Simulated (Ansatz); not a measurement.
Values for one crystal, relaxed and computed with r²SCAN in the plane-wave PAW code Ansatz; other levels are named.

```yaml
volume_per_atom: 24.09 Å³
band_gap: 8.28 eV (smallest direct gap 8.30 eV)
valence_band_maximum: at X
conduction_band_minimum: at Γ
```

Which of these materials gives this?
(A) Si, diamond
(B) Te, trigonal Se type
(C) N, α-N2
(D) S, S12-ring

C, N, α-N2

Space group Pa-3 (α-N2). The cell was relaxed with r²SCAN under the symmetry of its start. The substance is a gas or liquid at ambient conditions; this is its low-temperature solid. A crystal of weakly bound molecules computed without a dispersion correction: the cell and the soft elastic constants depend strongly on that.

Potentials: the later of the program's two PAW sets.
